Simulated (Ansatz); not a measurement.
**How far is PAW off for Nb?**

```
CELL_PARAMETERS angstrom
0.00000 2.11500 2.11500
2.11500 0.00000 2.11500
2.11500 2.11500 0.00000
ATOMIC_POSITIONS crystal
Nb 0.00000 0.00000 0.00000
```

The cell comes from COD entry 1534903, which wasn't checked; take it as a given geometry.

Levels of theory: DFT, PBEsol, PAW with Ansatz's default frozen-core files, scalar-relativistic (Ansatz 0.2.0); DFT, PBEsol, all-electron PAW with datasets made for the crystal, scalar-relativistic (Ansatz 0.2.0); DFT, PBEsol, all-electron LAPW, scalar-relativistic (Ansatz 0.2.0).

For PAW: a Γ-centred 13×13×13 k mesh, Fermi–Dirac smearing of 0.08 eV, cutoff 420 eV, no spin polarisation; the PAW files were made with PBE, and the program remakes their frozen cores for this functional. The crystal-made all-electron datasets (AE datasets) take a cutoff of 240 eV at this cell. LAPW targets a basis error of 0.25 meV/atom. The Ansatz runs share mesh, smearing and spin set-up. Plane-wave (PAW) pressures include the program's estimate of the Pulay term.

Stress and pressure are positive in compression.

Levels count from the Fermi level.

| quantity | PAW | AE datasets | LAPW |
| --- | --- | --- | --- |
| pressure (GPa) | -6.63 | -6.64 | -6.65 |
| highest filled level at U (eV) | -2.178 | -2.179 | -2.179 |
| lowest empty level at U (eV) | 0.577 | 0.577 | 0.577 |
| highest filled level at Γ (eV) | -6.181 | -6.182 | -6.182 |
| lowest empty level at Γ (eV) | 0.122 | 0.123 | 0.123 |
| highest filled level at X (eV) | -3.265 | -3.266 | -3.266 |
| lowest empty level at X (eV) | 3.552 | 3.551 | 3.551 |
